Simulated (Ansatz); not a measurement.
NbRu:
```
NbRu
1.0
    3.02516     0.00000     0.00000
    0.00000     3.02516     0.00000
    0.00000     0.00000     3.38148
Nb Ru
1 1
Direct
  0.00000   0.00000   0.00000
  0.50000   0.50000   0.50000
```

Relaxed with PBEsol. Special points in fractions of this cell's reciprocal vectors: Γ (0.000, 0.000, 0.000); X (0.000, 0.500, 0.000); M (0.500, 0.500, 0.000); Z (0.000, 0.000, 0.500); R (0.000, 0.500, 0.500); A (0.500, 0.500, 0.500).

List the band energies nearest the Fermi level at these points for the program Ansatz at the PBEsol with spin–orbit coupling level (PAW).

In eV from the Fermi level; about four levels below and three above (degenerate sets whole), none deeper than 8.9 eV; points with the same levels are listed once.

```json
[
 {"k": "Γ", "below": "-2.30 -2.30 -1.41 -1.41", "above": "0.28 0.28 1.64 1.64"},
 {"k": "X", "below": "-1.11 -1.11 -0.90 -0.90", "above": "0.20 0.20 1.90 1.90"},
 {"k": "M", "below": "-4.59 -4.59 -4.55 -4.55", "above": "0.43 0.43 1.19 1.19"},
 {"k": "Z", "below": "-1.59 -1.59 -0.69 -0.69", "above": "0.23 0.23 0.46 0.46"},
 {"k": "R", "below": "-3.38 -3.38 -0.83 -0.83", "above": "0.63 0.63 0.83 0.83"},
 {"k": "A", "below": "-2.51 -2.51 -0.25 -0.25", "above": "0.47 0.47 3.15 3.15"}
]
```

Space group P4/mmm (L1₀ or tetragonal B2). The workflow started from a Materials Project entry (that database holds measured and hypothetical structures alike); the Crystallography Open Database files this formula in space group No. 123, but the cells were not matched. Its standing as an ambient phase is unchecked. The PBEsol relaxation kept the symmetry of its start; of distortions, only those at the zone centre were tested. No spin polarisation was allowed.

Potentials: the later of the program's two PAW sets.
